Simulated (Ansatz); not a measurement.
The elements of this relaxed trial crystal are hidden behind letters.

```
lattice vectors (Å)
   4.0770    0.0000    0.0000
  -2.0385    3.5307    0.0000
   0.0000    0.0000    4.9918
fractional positions
X 0.0000 0.0000 0.0000
X 0.3333 0.6667 0.6653
X 0.6667 0.3333 0.3347
Z 0.0000 0.0000 0.5000
Q 0.3333 0.6667 0.1709
Q 0.6667 0.3333 0.8291
```

Method: DFT PBE, scalar-relativistic, plane waves, PAW (Ansatz). Cutoff 420 eV, Γ-centred 12×12×8 mesh (6-atom cell), Gaussian smearing of 0.10 eV, collinear spin.

| Property | Result |
| --- | --- |
| Space group | P-3m1 (No. 164) |
| Conventional cell | a = 4.077 Å, c = 4.992 Å |
| Volume per atom | 11.98 Å³ |
| Density | 5.95 g/cm³ |
| Energy over the elements | −0.61 eV/atom |
| Gap on the 12×12×8 mesh of the 6-atom cell | 0 eV (a metal) |
| Net moment per atom | 0.09 μB |

Energies are uncorrected and count from the elements' standard states at the same level.

Q: X is a p-block element of period 3, Z is a d-block element of period 4 and Q is a d-block element of period 4. Which elements are they?

A: X = Al, Z = Co, Q = Ni, so the formula is Al3CoNi2. Density times volume gives a mean mass of 5.95 × 11.98/1.6605 = 42.9 u per atom, and this set has 42.9 u. Al on a site of symmetry -3m is surrounded by 2 Co at 2.50 Å, 6 Ni at 2.50 Å and 6 Al at 2.89 Å; around Co lie 8 Al at 2.49–2.50 Å and 6 Ni at 2.87 Å; around Ni lie 8 Al at 2.47–2.52 Å, 3 Co at 2.87 Å and 3 Ni at 2.91 Å; 1 more site not described. Other sets within the hints have nearly the same mass, so mass alone doesn't settle it; this one was computed.

The magnetic state reached may not be the lowest. A structure relaxed within its symmetry needn't be a true minimum. Another cell of Al3CoNi2 relaxed alike, in P4/mmm, lies 17 meV/atom lower, so this cell isn't the stable form at this level.
